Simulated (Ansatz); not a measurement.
Density of states of a AlSi4NO8 cell (a random packing after short dynamics, relaxed), per eV and atom, broadened by Gaussian smearing of width 0.1 eV and averaged over bins of 0.2 eV, from 8 eV under the Fermi level at most up to where the solved bands end.

The calculation used DFT PBE, scalar-relativistic, plane waves, PAW (Ansatz 0.2.0).

Cutoff 420 eV; k points 4×3×3 on the computed 14-atom cell (Γ-centred); Gaussian smearing, width 0.02 eV; no spin polarisation.

```yaml
crystal:
  lattice:
    - [5.38320, 0.59722, -0.07157]
    - [0.64697, 6.68224, -1.46007]
    - [-0.12168, -1.46781, 7.29193]
  atoms:
    - { symbol: Si, position: [0.26094, 0.53023, 0.37850] }
    - { symbol: Si, position: [0.57783, 0.43562, 0.02438] }
    - { symbol: Si, position: [0.15122, 0.20139, 0.01060] }
    - { symbol: Si, position: [0.42921, 0.72915, 0.78831] }
    - { symbol: O, position: [0.21132, 0.93839, 0.91250] }
    - { symbol: O, position: [0.55955, 0.61818, 0.93424] }
    - { symbol: O, position: [0.01728, 0.71764, 0.38277] }
    - { symbol: O, position: [0.35681, 0.29452, 0.92759] }
    - { symbol: O, position: [0.18485, 0.29218, 0.25038] }
    - { symbol: O, position: [0.86168, 0.28489, 0.96301] }
    - { symbol: O, position: [0.63759, 0.80414, 0.69359] }
    - { symbol: O, position: [0.30670, 0.54925, 0.60474] }
    - { symbol: Al, position: [0.72834, 0.70596, 0.45250] }
    - { symbol: N, position: [0.52563, 0.55460, 0.27636] }
```

| E − E_F (eV) | total | O 2p | Si 3p | N 2p | Al 3p |
| --- | --- | --- | --- | --- | --- |
| -7.95 | 0.179 | 0.127 | 0.031 | 0.007 | 0.000 |
| -7.75 | 0.523 | 0.373 | 0.099 | 0.022 | 0.001 |
| -7.55 | 0.724 | 0.504 | 0.125 | 0.043 | 0.002 |
| -7.35 | 0.211 | 0.140 | 0.033 | 0.019 | 0.001 |
| -7.15 | 0.566 | 0.379 | 0.101 | 0.053 | 0.005 |
| -6.95 | 0.694 | 0.427 | 0.115 | 0.098 | 0.010 |
| -6.75 | 0.693 | 0.416 | 0.096 | 0.102 | 0.025 |
| -6.55 | 0.164 | 0.102 | 0.022 | 0.021 | 0.007 |
| -6.35 | 0.259 | 0.148 | 0.036 | 0.049 | 0.012 |
| -6.15 | 0.367 | 0.221 | 0.052 | 0.061 | 0.013 |
| -5.95 | 0.080 | 0.050 | 0.011 | 0.012 | 0.002 |
| -5.75 | 0.060 | 0.045 | 0.005 | 0.002 | 0.001 |
| -5.55 | 0.575 | 0.437 | 0.043 | 0.022 | 0.011 |
| -5.35 | 0.260 | 0.210 | 0.020 | 0.006 | 0.003 |
| -5.15 | 0.676 | 0.559 | 0.052 | 0.014 | 0.008 |
| -4.95 | 0.745 | 0.630 | 0.044 | 0.016 | 0.013 |
| -4.75 | 0.808 | 0.690 | 0.037 | 0.030 | 0.011 |
| -4.55 | 0.654 | 0.545 | 0.027 | 0.045 | 0.006 |
| -4.35 | 1.008 | 0.828 | 0.033 | 0.091 | 0.012 |
| -4.15 | 1.054 | 0.845 | 0.030 | 0.118 | 0.018 |
| -3.95 | 0.731 | 0.606 | 0.016 | 0.073 | 0.011 |
| -3.75 | 0.712 | 0.606 | 0.014 | 0.063 | 0.009 |
| -3.55 | 1.021 | 0.899 | 0.017 | 0.070 | 0.008 |
| -3.35 | 1.034 | 0.947 | 0.015 | 0.041 | 0.007 |
| -3.15 | 1.012 | 0.936 | 0.011 | 0.037 | 0.007 |
| -2.95 | 0.773 | 0.720 | 0.007 | 0.027 | 0.005 |
| -2.75 | 0.302 | 0.283 | 0.002 | 0.010 | 0.001 |
| -2.55 | 0.051 | 0.016 | 0.001 | 0.031 | 0.002 |
| -2.35 | 0.493 | 0.167 | 0.011 | 0.290 | 0.012 |
| -2.15 | 0.172 | 0.064 | 0.003 | 0.097 | 0.003 |
| -1.95 | 0.000 | 0.000 | 0.000 | 0.000 | 0.000 |
| -1.75 | 0.000 | 0.000 | 0.000 | 0.000 | 0.000 |
| -1.55 | 0.000 | 0.000 | 0.000 | 0.000 | 0.000 |
| -1.35 | 0.000 | 0.000 | 0.000 | 0.000 | 0.000 |
| -1.15 | 0.000 | 0.000 | 0.000 | 0.000 | 0.000 |
| -0.95 | 0.000 | 0.000 | 0.000 | 0.000 | 0.000 |
| -0.75 | 0.000 | 0.000 | 0.000 | 0.000 | 0.000 |
| -0.55 | 0.000 | 0.000 | 0.000 | 0.000 | 0.000 |
| -0.35 | 0.000 | 0.000 | 0.000 | 0.000 | 0.000 |
| -0.15 | 0.000 | 0.000 | 0.000 | 0.000 | 0.000 |
| 0.05 | 0.000 | 0.000 | 0.000 | 0.000 | 0.000 |
| 0.25 | 0.000 | 0.000 | 0.000 | 0.000 | 0.000 |
| 0.45 | 0.000 | 0.000 | 0.000 | 0.000 | 0.000 |
| 0.65 | 0.000 | 0.000 | 0.000 | 0.000 | 0.000 |
| 0.85 | 0.000 | 0.000 | 0.000 | 0.000 | 0.000 |
| 1.05 | 0.000 | 0.000 | 0.000 | 0.000 | 0.000 |
| 1.25 | 0.000 | 0.000 | 0.000 | 0.000 | 0.000 |
| 1.45 | 0.000 | 0.000 | 0.000 | 0.000 | 0.000 |
| 1.65 | 0.000 | 0.000 | 0.000 | 0.000 | 0.000 |
| 1.85 | 0.000 | 0.000 | 0.000 | 0.000 | 0.000 |
| 2.05 | 0.003 | 0.000 | 0.000 | 0.000 | 0.000 |
| 2.25 | 0.016 | 0.001 | 0.000 | 0.000 | 0.000 |
| 2.45 | 0.003 | 0.000 | 0.000 | 0.000 | 0.000 |
| 2.65 | 0.084 | 0.005 | 0.006 | 0.001 | 0.007 |
| 2.85 | 0.089 | 0.005 | 0.006 | 0.002 | 0.007 |
| 3.05 | 0.164 | 0.011 | 0.015 | 0.004 | 0.020 |
| 3.25 | 0.144 | 0.010 | 0.012 | 0.004 | 0.025 |
| 3.45 | 0.163 | 0.010 | 0.015 | 0.005 | 0.043 |
| 3.65 | 0.048 | 0.003 | 0.004 | 0.002 | 0.015 |
| 3.85 | 0.002 | 0.000 | 0.000 | 0.000 | 0.001 |
| 4.05 | 0.156 | 0.016 | 0.011 | 0.006 | 0.089 |
| 4.25 | 0.301 | 0.030 | 0.023 | 0.009 | 0.168 |
| 4.45 | 0.315 | 0.034 | 0.032 | 0.008 | 0.157 |
| 4.65 | 0.120 | 0.010 | 0.023 | 0.002 | 0.030 |
| 4.85 | 0.216 | 0.016 | 0.044 | 0.003 | 0.033 |
| 5.05 | 0.275 | 0.022 | 0.063 | 0.004 | 0.039 |
| 5.25 | 0.128 | 0.010 | 0.036 | 0.001 | 0.021 |
| 5.45 | 0.284 | 0.023 | 0.100 | 0.002 | 0.036 |
| 5.65 | 0.520 | 0.042 | 0.195 | 0.003 | 0.057 |
| 5.85 | 0.426 | 0.036 | 0.167 | 0.003 | 0.040 |

The columns after the total are the largest Löwdin projections on the valence shells of the potentials, so they needn't add up, and the weight of a shell that a potential lacks goes to other orbitals. The cell has a gap on the mesh of 4.46 eV.

An odd mesh misses points on the zone edge, so a gap read on it can be too wide.

Cost: 2 runs of about 2.8 core-minutes in all (earlier runs that led there not counted), on Arm Neoverse V2 (shared hosts).